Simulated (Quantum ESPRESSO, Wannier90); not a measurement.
Wannier functions of SiGe (wurtzite)

```
begin unit_cell_cart
ang
    3.9044500486    0.0000000000    0.0000000000
   -1.9522250243    3.3813529299    0.0000000000
    0.0000000000    0.0000000000    6.4507800000
end unit_cell_cart
begin atoms_frac
Si  -0.3333333333  0.3333333333 -0.1253900000
Si   0.3333333333 -0.3333333333  0.3746100000
Ge  -0.3333333333  0.3333333333 -0.4996100000
Ge   0.3333333333 -0.3333333333  0.0003900000
end atoms_frac
```

Cell from Materials Project (mp-978534), symmetrised, no further relaxation. Not found in the COD (Crystallography Open Database) copy used; not checked further. Computed values, not measurements, from PBEsol: Quantum ESPRESSO (norm-conserving PseudoDojo potentials, cutoff 63 Ry, spinors with spin-orbit coupling) on a Γ-centred 6×6×4 mesh, then Wannier90. Density: 12×12×6 mesh, Gaussian smearing 0.01 Ry. The gap is small at this level and was sampled on the meshes and a path alone.

A tight-binding model is made by disentanglement and projection with no localisation steps (num_iter = 0), so the 32 orbitals stay atom-like: hydrogen-like Si: s;p; Ge: s;p, axes along x, y, z; frozen window up to 1.80 eV relative to the valence-band maximum. It follows pw.x to 18 meV rms for states up to 1.3 eV relative to the valence-band maximum. Matrix elements depend on this choice of orbitals and windows.

The 45 largest hoppings ⟨m,0|H|n,R⟩ between different sites (one of each Hermitian pair; signs follow the real orbitals' lobes; the list may end inside a set of equal values):

```csv
m,n,R,distance of the centres (Å),t (eV),Im t (eV)
Ge3 pz↑,Si1 pz↑,0 0 0,2.85,2.652,0.000
Ge3 pz↓,Si1 pz↓,0 0 0,2.85,2.652,0.000
Ge4 pz↑,Si2 pz↑,0 0 0,2.85,2.652,0.000
Ge4 pz↓,Si2 pz↓,0 0 0,2.85,2.652,0.000
Ge4 pz↓,Si2 s↓,0 0 0,2.51,-2.466,0.000
Ge3 pz↑,Si1 s↑,0 0 0,2.51,-2.466,0.000
Ge3 pz↓,Si1 s↓,0 0 0,2.51,-2.466,0.000
Ge4 pz↑,Si2 s↑,0 0 0,2.51,-2.466,0.000
Ge3 s↑,Si1 pz↑,0 0 0,2.77,2.361,0.000
Ge4 s↑,Si2 pz↑,0 0 0,2.77,2.361,0.000
Ge4 s↓,Si2 pz↓,0 0 0,2.77,2.361,0.000
Ge3 s↓,Si1 pz↓,0 0 0,2.77,2.361,0.000
Ge4 py↑,Si1 s↑,1 0 0,2.49,-2.356,0.000
Ge4 py↓,Si1 s↓,1 0 0,2.49,-2.356,0.000
Si2 s↑,Ge3 py↑,1 0 1,2.49,2.356,0.000
Si2 s↓,Ge3 py↓,1 0 1,2.49,2.356,0.000
Ge4 s↑,Si1 py↑,1 0 0,2.68,2.266,0.000
Ge4 s↓,Si1 py↓,1 0 0,2.68,2.266,0.000
Si2 py↑,Ge3 s↑,1 0 1,2.68,-2.266,0.000
Si2 py↓,Ge3 s↓,1 0 1,2.68,-2.266,0.000
Ge4 py↑,Si1 py↑,1 0 0,2.79,2.220,0.000
Ge4 py↓,Si1 py↓,1 0 0,2.79,2.220,0.000
Si2 py↑,Ge3 py↑,1 0 1,2.79,2.220,0.000
Si2 py↓,Ge3 py↓,1 0 1,2.79,2.220,0.000
Ge3 px↑,Si2 s↑,0 1 -1,2.45,-2.041,0.001
Ge3 px↓,Si2 s↓,0 1 -1,2.45,-2.040,-0.001
Si1 s↓,Ge4 px↓,0 1 0,2.45,2.041,-0.001
Si1 s↑,Ge4 px↑,0 1 0,2.45,2.040,0.001
Si2 s↑,Ge3 px↑,1 -1 1,2.45,2.040,-0.001
Ge4 px↑,Si1 s↑,1 -1 0,2.45,-2.040,-0.001
Ge4 px↓,Si1 s↓,1 -1 0,2.45,-2.040,0.001
Si2 s↓,Ge3 px↓,1 -1 1,2.45,2.040,0.001
Ge3 s↑,Si2 px↑,0 1 -1,2.58,1.962,0.001
Ge3 s↓,Si2 px↓,0 1 -1,2.58,1.962,-0.001
Si1 px↑,Ge4 s↑,0 1 0,2.58,-1.962,0.001
Si1 px↓,Ge4 s↓,0 1 0,2.58,-1.962,-0.001
Ge4 s↑,Si1 px↑,1 -1 0,2.58,1.962,-0.001
Ge4 s↓,Si1 px↓,1 -1 0,2.58,1.962,0.001
Si2 px↑,Ge3 s↑,1 -1 1,2.58,-1.962,-0.001
Si2 px↓,Ge3 s↓,1 -1 1,2.58,-1.962,0.001
Ge3 s↑,Si2 s↑,0 1 -1,2.39,-1.706,0.000
Ge3 s↓,Si2 s↓,0 1 -1,2.39,-1.706,0.000
Si1 s↓,Ge4 s↓,0 1 0,2.39,-1.706,0.000
Ge4 s↑,Si1 s↑,1 0 0,2.39,-1.706,0.000
Si2 s↑,Ge3 s↑,1 0 1,2.39,-1.706,0.000
```
